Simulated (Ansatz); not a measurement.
**Frozen-phonon scan for GaN (wurtzite)**

GaN (wurtzite)

```
GaN
1.0
    3.18312     0.00000     0.00000
   -1.59156     2.75667     0.00000
    0.00000     0.00000    10.36727
Ga N
4 4
Cartesian
  1.59156   0.91889   0.00513
  1.59156   0.91889   5.18876
  0.00000   1.83778   2.59694
  0.00000   1.83778   7.78058
  1.59156   0.91889   3.23568
  1.59156   0.91889   8.41932
  0.00000   1.83778   0.64387
  0.00000   1.83778   5.82750
```

A phonon eigenvector at A = (0.0, 0.0, 0.5) is frozen into this cell: atom i moves by Q times the vector below, so Q is the largest atomic displacement, in Å. The cell is held. It is one choice among 4 degenerate patterns. (q is in reciprocal vectors of the primitive cell; the cell shown is doubled to hold the pattern.)

| atom | x | y | z |
|---|---|---|---|
| Ga1 | 0.000 | 0.172 | 0.000 |
| Ga2 | 0.000 | -0.172 | 0.000 |
| Ga3 | 0.000 | -1.000 | 0.000 |
| Ga4 | 0.000 | 1.000 | 0.000 |
| N5 | 0.000 | -0.904 | 0.000 |
| N6 | 0.000 | 0.904 | 0.000 |
| N7 | 0.000 | 0.080 | 0.000 |
| N8 | 0.000 | -0.080 | 0.000 |

These are r2SCAN (plane waves to 500 eV, PAW, scalar-relativistic; Ansatz, a quantum-chemistry and plane-wave program) values and carry that method's errors. k mesh 12×12×4 (Γ-centred), Fermi-Dirac smearing 0.05 eV. The energy includes the smearing's −TS. Compression counts positive. GaN was relaxed with its symmetry unable to fall. The zero of ΔE is the undisplaced structure.

| Q (Å) | ΔE (meV/cell) | P (GPa) | −dE/dQ from forces (eV/Å) |
|---|---|---|---|
| -0.280 | 283.0 | -0.45 | 2.023 |
| -0.233 | 196.5 | -0.32 | 1.686 |
| -0.187 | 125.7 | -0.21 | 1.348 |
| -0.140 | 70.7 | -0.12 | 1.010 |
| -0.093 | 31.4 | -0.06 | 0.673 |
| -0.047 | 7.8 | -0.01 | 0.336 |
| 0.000 | 0.0 | 0.00 | 0.000 |
| 0.047 | 7.8 | -0.01 | -0.336 |
| 0.093 | 31.4 | -0.06 | -0.673 |
| 0.140 | 70.7 | -0.12 | -1.010 |
| 0.187 | 125.7 | -0.21 | -1.348 |
| 0.233 | 196.5 | -0.32 | -1.686 |
| 0.280 | 283.0 | -0.45 | -2.023 |

Derived quantities:

| Property | Result |
|---|---|
| Energy at Q = 0.280 Å | 283.0 meV/cell |
| Space group of the distorted cell | Cm (No. 8), lowered from P6_3mc |
| Symmetry of the curve | even: the same for both signs |
| Shape of the curve | a single well with its minimum at or next to zero displacement |
| Harmonic wavenumber from the curvature (finite differences) | 108 cm⁻¹ |
| Wavenumber by perturbation theory (DFPT, on another k mesh) | 108 cm⁻¹ |

(For displaced atoms, the force is minus the slope of the energy, and its curvature is a force constant, which sets phonon frequencies.)
